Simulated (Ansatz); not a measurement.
CsCl (CsCl type)

```
CELL_PARAMETERS angstrom
      4.20589     0.00000     0.00000
      0.00000     4.20589     0.00000
      0.00000     0.00000     4.20589
ATOMIC_POSITIONS crystal
  Cs 0.00000 0.00000 0.00000
  Cl 0.50000 0.50000 0.50000
```

The slice is a {210} plane (indices of the conventional cell) through the point (0.500, 0.500, 0.500) (fractional), spanned by u = [100] and v = [021] in vectors of this cell: u (4.21 Å) and v (9.40 Å, at 90° to u). It covers one period; positions are fractions (u, v).

Level of theory: PBE (plane waves to 420 eV, PAW, scalar-relativistic; Ansatz, a first-principles code). k mesh 8×8×8. These are valence fields of a PAW run, semicore shells included where kept as valence: close to a nucleus they are smooth pseudo fields. CsCl was relaxed with its symmetry unable to fall.

**Question.** Sketch the electrostatic potential energy of an electron, from the cell's mean on this plane as a map.

**Answer.** 
```
|xxx#@@@@#xx|
|xx+@@@@@@+x|
|#%@%%##%%@%|
|@@%#*++*#%@|
|@%#+:  :+#%|
|%#*:    :*#|
|%#+. xx .+#|
|%#*:    :*#|
|%%#=    =#%|
|@@%*=--=*%@|
|@@%#****#%@|
|@@@%#**#%@@|
|@@%#****#%@|
|@@%*=--=*%@|
|%%#=    =#%|
|%#*:    :*#|
|%#+. xx .+#|
|%#*:    :*#|
|@%#+:  :+#%|
|@@%#*++*#%@|
|#%@%%##%%@%|
|xx+@@@@@@+x|
|xxx#@@@@#xx|
|xxx*@@@@*xx|
```
Scale: ten equal steps from -3.00 (start of ' ') to 5.78 (end of '@'), in the order ' .:-=+*#%@'. Values: electrostatic potential energy of an electron, from the cell's mean, in eV. The map has 11 points along u (one character each, u = 0 at the left) and 24 along v (v = 0 in the bottom row). Points within 1 Å of a nucleus are blanked (x), as the pseudised field means little there. Values under -3 eV are set to -3. The zero, the cell's mean, hangs on the PAW cores.
